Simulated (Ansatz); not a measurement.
SiO2:
```yaml
crystal:
  lattice:
    - [4.19451, 0.00000, 0.00000]
    - [0.00000, 4.19451, 0.00000]
    - [0.00000, 0.00000, 2.67822]
  atoms:
    - { symbol: Si, position: [0.50000, 0.50000, 0.50000] }
    - { symbol: Si, position: [0.00000, 0.00000, 0.00000] }
    - { symbol: O, position: [0.69395, 0.69395, 0.00000] }
    - { symbol: O, position: [0.30605, 0.30605, 0.00000] }
    - { symbol: O, position: [0.80605, 0.19395, 0.50000] }
    - { symbol: O, position: [0.19395, 0.80605, 0.50000] }
```

Relaxed with PBEsol. Special points in fractions of this cell's reciprocal vectors: Γ (0.000, 0.000, 0.000); X (0.000, 0.500, 0.000); M (0.500, 0.500, 0.000); Z (0.000, 0.000, 0.500); R (0.000, 0.500, 0.500); A (0.500, 0.500, 0.500).

Problem. List the band energies nearest the valence-band maximum at these points for PBEsol (plane waves, PAW; program Ansatz).

Solution. In eV from the valence-band maximum; about four levels below and three above (degenerate sets whole), none deeper than 8.9 eV; points with the same levels are listed once.

| k | below | above |
|---|---|---|
| Γ | -2.52 -0.88 -0.88 0.00 | 5.36 6.50 8.26 8.26 |
| X | -2.68 -2.68 -1.07 -1.07 | 7.51 7.51 8.84 8.84 |
| M | -2.68 -2.68 -2.27 -2.27 | 7.20 7.20 9.82 9.82 |
| Z | -3.08 -3.08 -2.67 -2.67 | 8.88 8.88 12.35 12.35 |
| R | -2.27 -2.27 -1.76 -1.76 | 8.59 8.59 9.62 9.62 |
| A | -1.76 -1.76 -1.55 -1.55 | 6.98 6.98 10.75 10.75 |

Space group P4_2/mnm (rutile). This is a known high-pressure phase of the composition, computed here at zero pressure and temperature. The cell was relaxed with PBEsol under the symmetry of its start; whether a distortion lowers the energy is not shown.

Potentials: the earlier of the program's two PAW sets. The files were generated under PBE; for other functionals the program regenerates the frozen cores, and for LDA and PBEsol the local potential too.
